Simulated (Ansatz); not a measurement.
GaN:
```xyz
2
Lattice="0.0000 2.2742 2.2742 2.2742 0.0000 2.2742 2.2742 2.2742 0.0000" Properties=species:S:1:pos:R:3 pbc="T T T"
N      3.4113     3.4113     3.4113
Ga     0.0000     0.0000     0.0000
```

Cartesian axes are those of the cell as given.

Give the high-frequency dielectric tensor and the Born effective charge tensors of the independent atoms from DFPT, PBE in the plane-wave PAW code Ansatz.


ε∞:
```
6.15  0.00  0.00
0.00  6.15  0.00
0.00  0.00  6.15
```
Z* of atom 1 (N), rows: field, columns: displacement, in e:
```
-2.69   0.00   0.00
 0.00  -2.69   0.00
 0.00   0.00  -2.69
```
Z* of atom 2 (Ga), rows: field, columns: displacement, in e:
```
2.69  0.00  0.00
0.00  2.69  0.00
0.00  0.00  2.69
```

Static charges for comparison (Bader): N1 -1.54, Ga2 +1.54 e. Born charges measure polarisation by displacement and can exceed these by far.

Space group F-43m (zinc blende). Symmetry was held in the PBE relaxation; phonons on a q-mesh show no instability. Scalar-relativistic: spin–orbit coupling is off unless named, which matters more the heavier the elements.

Potentials: the later of the program's two PAW sets.
